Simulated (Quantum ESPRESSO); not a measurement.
## One change at a time to AlMo2RhRuSn3

These are calculations, not measurements. They come from Quantum ESPRESSO 7.5, a public plane-wave density functional program. Each row is one single-point run on a made-up periodic cell of eight metal atoms, with elements, volume, strain and displacements drawn at random and not relaxed, so a cell may be unstable or far from any real phase. There is no spin polarisation or spin-orbit coupling.

Settings: PBE unless stated; PseudoDojo standard norm-conserving files; Fermi-Dirac width 0.25 eV, which means electrons at about 2900 K; cutoff 1197 eV; 5 x 5 x 4 k mesh shifted half a step off Gamma. E is the free energy of the whole cell (internal energy minus TS), so a -TS column is already part of it. Stress is positive in tension, and the pressure P is minus a third of its trace.

Checks: one run of this series was repeated at a higher cutoff and on a denser mesh, which moved values by no more than 0.003 eV, 0.05 GPa and 0.007 eV/Å, and a second program with other atomic files agreed on it to 2 % rms in force and 0.5 GPa in pressure. Known limits: the tin pseudopotential is less sure than most, with forces differing by about three percent from a second method on plain tin; heavy elements are run without spin-orbit coupling, which real alloys of them have; a spin test at this wide smearing found no moment, but such smearing suppresses magnetism that the real alloy may have.

The lattice is face-centred cubic, and the cell vectors in Å are (2.073, 4.215, 2.095); (2.065, -4.197, 2.065); (4.076, -0.011, -4.098), a volume of 142.61 Å³ in run 1. The elements on sites 1 to 8 are Al Sn Rh Sn Mo Ru Sn Mo. Each later run makes one change to run 1 and keeps the rest. E is counted from run 1, and is n/a where other atomic files have another zero of energy.

```
run,change,V (Å³),P (GPa),-TS (eV),rms force (eV/Å),largest change of a force component (eV/Å),E (eV)
1,none,142.61,-0.95,-1.511,0.550,0.000,0.000
2,sites 6 and 8 exchanged,142.61,-1.75,-1.456,0.595,0.543,-0.156
3,all lengths scaled by +0.92 %,146.59,-4.59,-1.563,0.499,0.130,0.069
4,PBEsol in place of PBE,142.61,-6.49,-1.510,0.521,0.104,n/a
5,Ta on site 5,142.61,1.98,-1.334,0.559,0.269,n/a
6,site 7 moved by -0.09 Å along y,142.61,-0.37,-1.508,0.687,0.727,?
```

## Worked estimate

Along the move dE = -F dx. The force on site 7 along y is 1.223 eV/Å in run 1 and 1.950 eV/Å in run 6, and the move is -0.09 Å, so the mean force times the move gives an estimate.

## Withheld value

Question: what E should run 6 give?

The estimate is 0.143 eV. The calculation gave 0.142 eV.
